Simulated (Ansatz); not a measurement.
## All-electron card of SrVO3

```xyz
5
Lattice="3.8409 0.0000 0.0000 0.0000 3.8409 0.0000 0.0000 0.0000 3.8409" Properties=species:S:1:pos:R:3 pbc="T T T"
Sr    1.9204    1.9204    1.9204
V     0.0000    0.0000    0.0000
O     1.9204    0.0000    0.0000
O     0.0000    1.9204    0.0000
O     0.0000    0.0000    1.9204
```

Atom numbers follow the list: Sr1, V2, O3, O4, O5.

The cell is COD entry 1512117, as deposited and not checked against the literature; nothing was relaxed.

Semilocal functionals without U often leave such compounds metallic or with too small a gap, and the real magnetic order may differ.

All numbers are computed: DFT, PBE, all-electron LAPW, scalar-relativistic (Ansatz 0.2.0); DFT, PBE, PAW with Ansatz's default frozen-core files, scalar-relativistic (Ansatz 0.2.0).

For LAPW: a Γ-centred 7×7×7 k mesh, Fermi–Dirac smearing of 0.05 eV, basis error target 0.5 meV/atom, spin-polarised from start moments V2 1.5 μB (the moments died away, and the run ended non-magnetic). PAW takes a cutoff of 420 eV at this cell. The Ansatz runs share mesh, smearing and spin set-up. Values come from LAPW unless marked.

* Löwdin charges (with 0.31 e of the cell spilling out of the atomic basis, so their sizes and signs hang on that basis): Sr1 1.74, V2 1.16, O3 -0.86 e
* Bader charges (from the PAW run): Sr1 +1.59, V2 +2.06, O3 -1.22 e
* Volume per atom: 11.33 Å³

Task: Give the computed value. Density of states at the Fermi level (0.2 eV bin).

Result: 1.46 states/eV per cell.

Task: Predict this quantity. Pressure at this cell.

Result: 2.31 GPa.

Task: Band gap: what does the calculation give?

Result: none: bands cross the Fermi level, a metal.
